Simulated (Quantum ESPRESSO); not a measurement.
# Band energies of Al

```xyz
1
Lattice="0.0000 2.0195 2.0195 2.0195 0.0000 2.0195 2.0195 2.0195 0.0000" Properties=species:S:1:pos:R:3 pbc="T T T"
Al     0.0000     0.0000     0.0000
```

PBEsol (pw.x of Quantum ESPRESSO, ONCV potentials, without SOC); path ΓXWKΓLUWLK,UX; energies in eV from the Fermi level.

```
k (1/Å)  point  band 1  band 2  band 3  band 4  band 5
-------  -----  ------  ------  ------  ------  ------
0.00         Γ  -11.13   12.63   12.63   12.63   14.08
0.73             -9.17    7.79    7.79    7.80    9.08
1.56         X   -2.92   -1.59    5.28    5.60    5.60
2.33         W   -0.83   -0.83    0.17    1.13   15.83
2.88         K   -1.88   -1.36   -0.39    6.57    8.22
3.19             -4.55   -0.37    1.11    7.97    9.82
4.02            -10.14    6.85    8.05   13.59   14.23
4.53         Γ  -11.13   12.63   12.63   12.63   14.08
4.74            -10.97   10.27   12.11   12.11   14.76
5.57             -7.16   -1.16   10.84   10.84   12.63
5.88         L   -4.59   -4.36   11.40   11.40   11.47
6.30             -3.97   -3.71    5.70    8.55   10.38
6.83         U   -1.88   -1.36   -0.39    6.57    8.22
7.16             -1.50   -1.01   -0.04    2.82   12.58
7.38         W   -0.83   -0.83    0.17    1.13   15.83
7.93             -3.55   -3.27    4.98    5.47   13.30
8.48         L   -4.59   -4.36   11.40   11.40   11.47
8.58             -4.56   -4.33   10.39   10.68   11.83
9.34             -2.10   -1.84    0.22    6.79    8.48
9.44         K   -1.88   -1.36   -0.39    6.57    8.22
9.44         U   -1.88   -1.36   -0.39    6.57    8.22
9.99         X   -2.92   -1.59    5.28    5.60    5.60
```

A metal at this level: along this path bands 2, 3 cross the Fermi level.

Geometry of the Materials Project entry, not relaxed at this level.
